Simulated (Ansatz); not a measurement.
B2H6 on the (100) surface of Si, space group Fd-3m (No. 227), its top face closed with H on dimers, its bottom face closed with Cl (top face towards +c; held atoms: 1, 2, 3, 4, 5, 6, 7, 8, 9, 10, 11, 12), one molecule per 58.8 Å². Starting structure (random tilt, lowest atom H over a hollow H-H site; the molecule's atoms stand last):

```xyz
40
Lattice="7.6672 0.0000 0.0000 0.0000 7.6672 0.0000 0.0000 0.0000 29.8679" Properties=species:S:1:pos:R:3 pbc="T T T"
Si    3.1168    1.9168    9.9270
Si    3.1168    5.7504    9.9270
Si    0.7168    1.9168    9.9270
Si    0.7168    5.7504    9.9270
Si    3.8336    3.8336   11.2824
Si    3.8336    0.0000   11.2824
Si    0.0000    3.8336   11.2824
Si    0.0000    0.0000   11.2824
Si    5.7504    3.8336   12.6378
Si    5.7504    0.0000   12.6378
Si    1.9168    3.8336   12.6378
Si    1.9168    0.0000   12.6378
Si    5.7504    5.7504   13.9249
Si    5.7504    1.9168   13.9249
Si    1.9168    5.7504   14.0571
Si    1.9168    1.9168   14.0571
Si   -0.0684    5.7504   15.3578
Si   -0.0684    1.9168   15.3578
Si    3.9019    5.7504   15.3578
Si    3.9019    1.9168   15.3578
Si    6.9568    0.0000   16.5629
Si    6.9568    3.8336   16.5629
Si    4.5440    0.0000   16.5629
Si    4.5440    3.8336   16.5629
H     7.4831    0.0000   17.9699
H     7.4831    3.8336   17.9699
H     4.0176    0.0000   17.9699
H     4.0176    3.8336   17.9699
Cl    3.8420    1.9168    7.9950
Cl    3.8420    5.7504    7.9950
Cl   -0.0084    1.9168    7.9950
Cl   -0.0084    5.7504    7.9950
B     2.6378    2.8750   20.5549
B     1.8281    1.4739   21.2472
H     1.9168    1.9168   20.0099
H     2.5491    2.4321   21.7921
H     3.7649    2.7697   20.1854
H     2.0443    3.9036   20.4680
H     2.4217    0.4452   21.3340
H     0.7010    1.5792   21.6166
```

All numbers below come from Ansatz, DFT PBE+D3(BJ), scalar-relativistic, plane waves, PAW. Settings: cutoff 420 eV, Γ-centred mesh 2×2×1 on the computed 40-atom cell, Gaussian smearing of 0.05 eV; no spin polarisation. A dipole correction removes the field between periodic images along c.

E_ads is per molecule, from the clean relaxed slab and the free relaxed molecule; negative means bound; no zero-point or thermal terms, forces under 0.04 eV/Å, and the free molecule is spin-polarised where open-shell. Heights count from the highest slab atom.

Q: What does it relax to?

A: E_ads = -0.20 eV; the molecule stays whole. Final structure after 16 steps:

```
CELL_PARAMETERS angstrom
7.66719 0.00000 0.00000
0.00000 7.66719 0.00000
0.00000 0.00000 29.86790
ATOMIC_POSITIONS crystal
Si 0.40651 0.25000 0.33236
Si 0.40651 0.75000 0.33236
Si 0.09349 0.25000 0.33236
Si 0.09349 0.75000 0.33236
Si 0.50000 0.50000 0.37774
Si 0.50000 0.00000 0.37774
Si 0.00000 0.50000 0.37774
Si 0.00000 0.00000 0.37774
Si 0.75000 0.50000 0.42312
Si 0.75000 0.00000 0.42312
Si 0.25000 0.50000 0.42312
Si 0.25000 0.00000 0.42312
Si 0.75017 0.75000 0.46614
Si 0.74987 0.25000 0.46628
Si 0.25009 0.74999 0.47058
Si 0.25005 0.25001 0.47068
Si 0.99129 0.74960 0.51410
Si 0.99117 0.25001 0.51426
Si 0.50902 0.75009 0.51404
Si 0.50878 0.25017 0.51434
Si 0.90696 0.99945 0.55433
Si 0.90753 0.50008 0.55463
Si 0.59237 0.99970 0.55454
Si 0.59292 0.50062 0.55448
H 0.97545 0.99785 0.60143
H 0.97613 0.50050 0.60174
H 0.52435 0.99847 0.60168
H 0.52464 0.50240 0.60154
Cl 0.50111 0.24997 0.26768
Cl 0.50108 0.74999 0.26768
Cl 0.99891 0.25001 0.26768
Cl 0.99888 0.75002 0.26768
B 0.30847 0.30446 0.66599
B 0.14508 0.14588 0.67142
H 0.21496 0.22037 0.63583
H 0.23902 0.23020 0.70152
H 0.45716 0.25897 0.66300
H 0.26838 0.45521 0.66539
H 0.18547 0.99524 0.67212
H 0.99648 0.19140 0.67472
```

Each end is the local minimum that its start leads to.